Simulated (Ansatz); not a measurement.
A geometry of Cl$_{2}$ away from equilibrium: the start of the relaxation of a generated cell, Cl2 built in the AFLOW prototype A_oC8_64_f. Method: r2SCAN (plane waves to 500 eV, PAW, scalar-relativistic; Ansatz, a program for electronic structure). Γ-centred k-mesh 10×10×4 on the run's cell, Fermi–Dirac smearing 0.05 eV.

```xyz
4
Lattice="3.0352 -1.9868 0.0000 3.0352 1.9868 0.0000 0.0000 0.0000 8.3527" Properties=species:S:1:pos:R:3 pbc="T T T"
Cl     3.0352    -1.3715     0.9814
Cl     3.0352     1.3715     7.3713
Cl     3.0352     0.6153     3.1949
Cl     3.0352    -0.6153     5.1578
```

**Question.** Give the Cartesian forces on all atoms (eV/Å).

**Answer.** 
```tsv
atom	Fx	Fy	Fz
Cl1	0.00	-1.16	-1.50
Cl2	0.00	1.16	1.50
Cl3	0.00	-1.16	1.50
Cl4	0.00	1.16	-1.50
```

**Question.** What is the pressure?

**Answer.** -5.2 GPa, compression positive.

No spin polarisation in the result. No dispersion correction is included, so spacings between layers, chains or molecules are soft and tend to come out too large.

The run could not lose the symmetry of its start.
